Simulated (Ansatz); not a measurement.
NaF (rock salt)

```
CELL_PARAMETERS angstrom
      0.00000     2.35078     2.35078
      2.35078     0.00000     2.35078
      2.35078     2.35078     0.00000
ATOMIC_POSITIONS crystal
  F  0.00000 0.00000 0.00000
  Na 0.50000 0.50000 0.50000
```

The relaxed cell is deformed in two ways at once: its volume V is scaled, and at that volume it is stretched along z (the c axis of the conventional cell) so that c/a changes. Fractional atomic positions are held.

These are PBE (plane waves to 420 eV, PAW, scalar-relativistic; Ansatz, an electronic-structure program) values and carry that method's errors. k mesh 12×12×12 (Γ-centred), Fermi-Dirac smearing 0.05 eV. Stress and pressure are positive under compression. NaF was relaxed with its symmetry unable to fall. The relaxed volume of NaF is well above the measured one; the method has no dispersion term. 

```csv
σzz − σxx (GPa),V/V₀ = 0.920,V/V₀ = 0.960,V/V₀ = 1.000,V/V₀ = 1.040,V/V₀ = 1.080
(c/a)/(c/a)₀ = 0.960,4.67,3.77,3.02,2.40,1.88
(c/a)/(c/a)₀ = 0.980,2.22,1.79,1.43,1.13,0.88
(c/a)/(c/a)₀ = 1.000,0.00,0.00,0.00,0.00,0.00
(c/a)/(c/a)₀ = 1.020,-2.04,-1.63,[?],-1.02,-0.78
(c/a)/(c/a)₀ = 1.040,-3.92,[?],-2.48,-1.94,-1.49
```

Question: Some entries are withheld; supply them.

Answer: 
- (c/a)/(c/a)₀ = 1.020, V/V₀ = 1.000: -1.29
- (c/a)/(c/a)₀ = 1.040, V/V₀ = 0.960: -3.13

(A scan under strain: stresses follow from slopes of the energy per volume, elastic moduli from its curvatures.)
